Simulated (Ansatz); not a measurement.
The slice is one period of a {100} plane through atoms; its size isn't given.

Calculation: PBE (plane waves to 420 eV, PAW, scalar-relativistic; Ansatz, a quantum-chemistry and plane-wave program). Near the nuclei the fields are pseudised (PAW); where an atom keeps semicore shells as valence, they peak there.

```
|4677776655443333344556677776|
|6777776655443333344556677777|
|7777766655443333344556667777|
|7777666554443333344455666777|
|7776665554433333334455566677|
|6666655544433333334445556666|
|6666555444444444444444555666|
|5555554444445555544444455555|
|5555444444556666655444444555|
|4444444445567777765544444444|
|4444433445678888876544334444|
|3333333456789999987654333333|
|3333333456789999987654333333|
|3333333456789999987654333333|
|3333333456789999987654333333|
|3333333456789999987654333333|
|4444433445678888876544334444|
|4444444445567777765544444444|
|5555444444556666655444444555|
|5555554444445555544444455555|
|6666555444444444444444555666|
|6666655544433333334445556666|
|7776665554433333334455566677|
|7777666554443333344455666777|
|7777766655443333344556667777|
|6777776655443333344556677777|
|4677776655443333344556677776|
|0467776655443333344556677764|
```
Scale: ten equal steps from -3.00 (start of '0') to 1.32 (end of '9'), in the order '0123456789'. Values: log₁₀ of the valence density in e/Å³. The map has 28 points along u (one character each, u = 0 at the left) and 28 along v (v = 0 in the bottom row). The scale is logarithmic, as a density can span decades between atoms and voids; values under 0.001 e/Å³ are set to 0.001.

```
|xxxx@@@@@%*-.   .-*%@@@@@xxx|
|xxx@@@@@%#+-.   .-+#%@@@@@xx|
|xx@@@@@@%#+:     :+#%@@@@@@x|
|@@@@@@@@%*-.     .-*%@@@@@@@|
|@@@@@@@%#=.       .=#%@@@@@@|
|@@@@@@%#=.         .=#%@@@@@|
|@@@@@%#=.           .=#%@@@@|
|@@%%%#=.    .:::.    .=#%%%@|
|%%##*=.    :=+*+=:    .=*##%|
|**++-.    -+*###*+-    .-++*|
|---:.    :+*#xxx#*+:    .:--|
|...     .=*#xxxxx#*=.     ..|
|        :+#xxxxxxx#+:       |
|        :*#xxxxxxx#*:       |
|        :+#xxxxxxx#+:       |
|...     .=*#xxxxx#*=.     ..|
|---:.    :+*#xxx#*+:    .:--|
|**++-.    -+*###*+-    .-++*|
|%%##*=.    :=+*+=:    .=*##%|
|@@%%%#=.    .:::.    .=#%%%@|
|@@@@@%#=.           .=#%@@@@|
|@@@@@@%#=.         .=#%@@@@@|
|@@@@@@@%#=.       .=#%@@@@@@|
|@@@@@@@@%*-.     .-*%@@@@@@@|
|xx@@@@@@%#+:     :+#%@@@@@@x|
|xxx@@@@@%#+-.   .-+#%@@@@@xx|
|xxxx@@@@@%*-.   .-*%@@@@@xxx|
|xxxx@@@@@%*-.   .-*%@@@@@xxx|
```
Scale: ten equal steps from 0.01 (start of ' ') to 0.88 (end of '@'), in the order ' .:-=+*#%@'. Values: electron localisation function (ELF). The map has 28 points along u (one character each, u = 0 at the left) and 28 along v (v = 0 in the bottom row). Points within 0.5 Å of a nucleus are blanked (x), as the pseudised field means little there.

Which relaxed crystal do these maps come from?
A. KF (rock salt)
B. PbTe (rock salt)
C. NaCl (rock salt)

C, NaCl (rock salt). Atoms on the slice: Cl at (0.00, 0.00); Na at (0.50, 0.50)

All were relaxed with their symmetry unable to fall. Spin-orbit coupling is left out.
